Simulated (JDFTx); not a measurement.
An input for JDFTx (a modified build) (Pb(100), CANDLE, water, 1 M KCl; bohr, hartree) and the course of its log:

```
lattice \
  6.6671736562 0.0000000000 0.0000000000 \
  0.0000000000 6.6671736562 0.0000000000 \
  0.0000000000 0.0000000000 49.1328792403
coords-type Lattice
ion Pb 0.0000000000 0.0000000000 -0.1919042310 0
ion Pb 0.5000000000 0.5000000000 -0.0959521150 0
ion Pb 0.0000000000 0.0000000000 0.0000000000 0
ion Pb 0.5000000000 0.5000000000 0.0959521150 0
ion Pb 0.0000000000 0.0000000000 0.1919042310 0
ion-species pseudo/pb_pbe_v1.upf
elec-cutoff 20 100
elec-ex-corr gga-PBE
coulomb-interaction Slab 001
coulomb-truncation-embed 0 0 0
kpoint-folding 6 6 1
elec-smearing Fermi 0.01
elec-n-bands 47
target-mu -0.108043
electronic-scf nIterations 100 energyDiffThreshold 1e-07
fluid LinearPCM
pcm-variant CANDLE
fluid-solvent H2O
fluid-cation K+ 1
fluid-anion Cl- 1
fluid-minimize nIterations 400 knormThreshold 1e-11
wavefunction read f0.wfns
elec-initial-eigenvals f0.eigenvals
elec-initial-fillings read f0.fillings
fluid-initial-state f0.fluidState
dump-name f0_u0.$VAR
dump End State Ecomponents EigStats BandEigs Forces ElecDensity IonicPositions Fillings Kpoints Dtot FluidDebug BoundCharge FluidDensity
```

```
[one cycle in 5 is shown, and the last three; fluid-solver lines are left out]
	FillingsUpdate:  mu: -0.108043000  nElectrons: 71.694546
SCF: Cycle:  0   G: -296.754608395888624   dG: +5.690e-01   |Residual|: 5.431e-02   |deigs|: 1.226e-07
	FillingsUpdate:  mu: -0.108043000  nElectrons: 70.294997
SCF: Cycle:  5   G: -297.315668862630389   dG: +4.029e-03   |Residual|: 6.685e-03   |deigs|: 5.283e-04
	FillingsUpdate:  mu: -0.108043000  nElectrons: 70.375624
SCF: Cycle: 10   G: -297.316369830764472   dG: -1.463e-03   |Residual|: 6.835e-03   |deigs|: 1.307e-03
	FillingsUpdate:  mu: -0.108043000  nElectrons: 70.315911
SCF: Cycle: 15   G: -297.325180406019854   dG: -1.439e-03   |Residual|: 1.381e-03   |deigs|: 5.932e-04
	FillingsUpdate:  mu: -0.108043000  nElectrons: 70.285380
SCF: Cycle: 20   G: -297.325510921864065   dG: -5.712e-06   |Residual|: 4.203e-05   |deigs|: 8.276e-05
	FillingsUpdate:  mu: -0.108043000  nElectrons: 70.283719
SCF: Cycle: 25   G: -297.325510520683508   dG: +1.008e-07   |Residual|: 4.724e-05   |deigs|: 7.237e-06
	FillingsUpdate:  mu: -0.108043000  nElectrons: 70.284862
SCF: Cycle: 30   G: -297.325511058195843   dG: -4.570e-08   |Residual|: 1.223e-05   |deigs|: 9.122e-06
	FillingsUpdate:  mu: -0.108043000  nElectrons: 70.283280
SCF: Cycle: 35   G: -297.325510112276959   dG: +9.800e-07   |Residual|: 5.586e-05   |deigs|: 4.098e-05
	FillingsUpdate:  mu: -0.108043000  nElectrons: 70.284857
SCF: Cycle: 40   G: -297.325511100579320   dG: -2.862e-07   |Residual|: 1.113e-05   |deigs|: 1.137e-05
	FillingsUpdate:  mu: -0.108043000  nElectrons: 70.284568
SCF: Cycle: 45   G: -297.325511101782354   dG: -1.004e-06   |Residual|: 7.119e-06   |deigs|: 2.218e-05
	FillingsUpdate:  mu: -0.108043000  nElectrons: 70.285540
SCF: Cycle: 50   G: -297.325510947985038   dG: +1.466e-07   |Residual|: 2.808e-05   |deigs|: 1.578e-05
	FillingsUpdate:  mu: -0.108043000  nElectrons: 70.284522
SCF: Cycle: 55   G: -297.325511108871467   dG: -2.239e-07   |Residual|: 1.371e-05   |deigs|: 1.342e-05
	FillingsUpdate:  mu: -0.108043000  nElectrons: 70.284634
SCF: Cycle: 60   G: -297.325511114650283   dG: -3.536e-06   |Residual|: 1.038e-05   |deigs|: 4.947e-05
	FillingsUpdate:  mu: -0.108043000  nElectrons: 70.284728
SCF: Cycle: 65   G: -297.325511117084659   dG: +1.404e-11   |Residual|: 9.592e-06   |deigs|: 1.929e-05
	FillingsUpdate:  mu: -0.108043000  nElectrons: 70.284551
SCF: Cycle: 70   G: -297.325511111424930   dG: -1.247e-07   |Residual|: 1.087e-05   |deigs|: 8.903e-06
	FillingsUpdate:  mu: -0.108043000  nElectrons: 70.284810
SCF: Cycle: 75   G: -297.325511102808036   dG: -3.094e-07   |Residual|: 1.236e-05   |deigs|: 1.480e-05
	FillingsUpdate:  mu: -0.108043000  nElectrons: 70.282291
SCF: Cycle: 80   G: -297.325508687936406   dG: +2.420e-06   |Residual|: 8.946e-05   |deigs|: 3.404e-05
	FillingsUpdate:  mu: -0.108043000  nElectrons: 70.284778
SCF: Cycle: 85   G: -297.325511120075532   dG: +1.234e-09   |Residual|: 5.772e-06   |deigs|: 8.055e-06
	FillingsUpdate:  mu: -0.108043000  nElectrons: 70.284761
SCF: Cycle: 90   G: -297.325511112657466   dG: -8.429e-07   |Residual|: 1.479e-05   |deigs|: 1.974e-05
	FillingsUpdate:  mu: -0.108043000  nElectrons: 70.286563
SCF: Cycle: 95   G: -297.325509508796017   dG: +1.606e-06   |Residual|: 7.075e-05   |deigs|: 2.512e-05
	FillingsUpdate:  mu: -0.108043000  nElectrons: 70.286325
SCF: Cycle: 97   G: -297.325509897258996   dG: +1.220e-06   |Residual|: 6.151e-05   |deigs|: 2.657e-05
	FillingsUpdate:  mu: -0.108043000  nElectrons: 70.284701
SCF: Cycle: 98   G: -297.325511120437966   dG: -1.223e-06   |Residual|: 8.564e-06   |deigs|: 2.542e-05
	FillingsUpdate:  mu: -0.108043000  nElectrons: 70.285417
SCF: Cycle: 99   G: -297.325510917205634   dG: +2.032e-07   |Residual|: 2.545e-05   |deigs|: 9.805e-06
SCF: None of the convergence criteria satisfied after 100 iterations.
IonicMinimize: Iter:   0  G: -297.325510917205634  |grad|_K:  0.000e+00
IonicMinimize: Converged (|grad|_K<1.000000e-04).
```

This run gave no converged result. The loop ran out of cycles short of its threshold. It has stalled and not diverged: the last ten energies span 2e-06 Ha, so the total is near its end, but levels, forces and the electron count aren't shown converged.
